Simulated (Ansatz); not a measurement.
Space group R-3m:H (No. 166). a = 2.513 Å, b = 2.513 Å, c = 43.343 Å, α = 90.00°, β = 90.00°, γ = 120.00°
```csv
atom,site,symmetry,x,y,z
C,6c,3m,0.3333,0.6667,0.6844
C,6c,3m,0.3333,0.6667,0.8393
C,6c,3m,0.3333,0.6667,0.8748
C,6c,3m,0.3333,0.6667,0.9348
C,6c,3m,0.3333,0.6667,0.9704
C,6c,3m,0.6667,0.3333,0.7438
C,6c,3m,0.6667,0.3333,0.7799
```

Equation of state of this C structure (not necessarily the ground state), with shape and atoms relaxed at each volume where symmetry leaves them free. Computed with DFT r2SCAN, scalar-relativistic, plane waves, PAW (Ansatz).

Settings: cutoff 500 eV, Γ-centred mesh 12×12×12 on the computed 14-atom cell, Gaussian smearing of 0.02 eV; no spin polarisation.

| V (Å³/atom) | E − E(largest V) (meV/atom) | P (GPa) | gap on mesh (eV) |
| --- | --- | --- | --- |
| 4.967 | 70.56 | 72.61 | 5.00 |
| 5.137 | 5.82 | 50.43 | 4.91 |
| 5.306 | -37.08 | 31.20 | 4.82 |
| 5.475 | -61.02 | 14.49 | 4.74 |
| 5.645 | -68.48 | -0.03 | 4.66 |
| 5.814 | -61.62 | -12.65 | 4.58 |
| 5.983 | -42.32 | -23.62 | 4.50 |
| 6.209 | 0.00 | -36.04 | 4.41 |

Question: Fit a third-order Birch–Murnaghan equation to E(V).

Answer: V0 = 5.64 Å³/atom, B0 = 451 GPa, B0' = 3.7.

The gaps are read on the mesh, which can miss the band edges, so they can be too wide.

Cost: 8 runs of about 35 core-minutes in all, on AMD EPYC 7R43 (Zen 3) (shared hosts).